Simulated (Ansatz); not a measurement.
Moving the functional in Hf2Pd2Se2Br2O3

The cell as given:

```cif
data_structure
_symmetry_space_group_name_H-M 'Immm'
_symmetry_Int_Tables_number 71
_cell_length_a 3.7845
_cell_length_b 5.3442
_cell_length_c 24.5685
_cell_angle_alpha 90.000
_cell_angle_beta 90.000
_cell_angle_gamma 90.000
_cell_volume 496.91
loop_
_atom_site_label
_atom_site_type_symbol
_atom_site_symmetry_multiplicity
_atom_site_Wyckoff_symbol
_atom_site_fract_x
_atom_site_fract_y
_atom_site_fract_z
_atom_site_occupancy
Hf1 Hf 4 i 0.00000 0.00000 0.92095 1
Pd1 Pd 4 i 0.00000 0.00000 0.68332 1
Se1 Se 4 j 0.50000 0.00000 0.61777 1
Br1 Br 4 i 0.00000 0.00000 0.78660 1
O1 O 4 j 0.50000 0.00000 0.90121 1
O2 O 2 a 0.00000 0.00000 0.00000 1
```

The cell comes from a database or a generator and needn't be the stable form of this composition.

Kept alike: task relaxation of cell and atoms; k mesh 6 × 6 × 6; occupations fermi-dirac, width 0.05 eV; no spin polarisation. Program: Ansatz, Ansatz PAW. Cutoffs run from 420 to 500 eV. The mesh is that of the run's cell of 11 atoms. No spin-orbit coupling.

| run | volume (Å³/atom) |
| --- | --- |
| A | 23.518 |
| B | 22.042 |
| C | 21.408 |
| D | 23.252 |
| E | 22.589 |

The relaxations keep at least the cell's symmetry (Immm). For a metal such a mesh leaves the last digits unconverged. Relaxations stop with a little pressure left, so the last digits of a volume or edge aren't settled. Ansatz's relaxations hold a Pulay term in the stress (up to 0.2 GPa here). All rows use potentials made for PBE.

Q: The runs differ in the functional (and the cutoff that goes with it) alone: PBE; PBEsol; RPBE; r2SCAN; revPBE. Which run is which?

A: Run A is RPBE; run B is r2SCAN; run C is PBEsol; run D is revPBE; run E is PBE. The volume runs from 21.408 (PBEsol) to 23.518 Å³/atom (RPBE). From PBE: PBEsol -1.181; RPBE +0.929; r2SCAN -0.547; revPBE +0.663.
